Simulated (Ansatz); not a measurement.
RbCaH$_{3}$:
```xyz
5
Lattice="4.4716 0.0000 0.0000 0.0000 4.4716 0.0000 0.0000 0.0000 4.4716" Properties=species:S:1:pos:R:3 pbc="T T T"
Rb     0.0000     0.0000     0.0000
Ca     2.2358     2.2358     2.2358
H      2.2358     0.0000     2.2358
H      0.0000     2.2358     2.2358
H      2.2358     2.2358     0.0000
```

Plane-wave PAW PBEsol (Ansatz code) gives a gap of 3.05 eV without spin–orbit coupling, maximum at M, minimum at M.

Question: What happens when spin–orbit coupling is switched on?

Answer: The gap decreases by 0.01 eV, to 3.04 eV; maximum at M, minimum at M.

Question: Give the electron effective mass with spin–orbit coupling.

Answer: 0.42, 0.42, 0.67 mₑ (principal values).

Question: Give the hole effective mass with spin–orbit coupling.

Answer: 0.99, 0.99, 3.0 mₑ (principal values).

Space group Pm-3m (cubic perovskite). The workflow started from a Materials Project entry (that database holds measured and hypothetical structures alike); the Crystallography Open Database files this formula in space group No. 221, but the cells were not matched. Its standing as an ambient phase is unchecked. The cell was relaxed with PBEsol under the symmetry of its start; its stability against distortions is not shown here.

Potentials: the later of the program's two PAW sets.
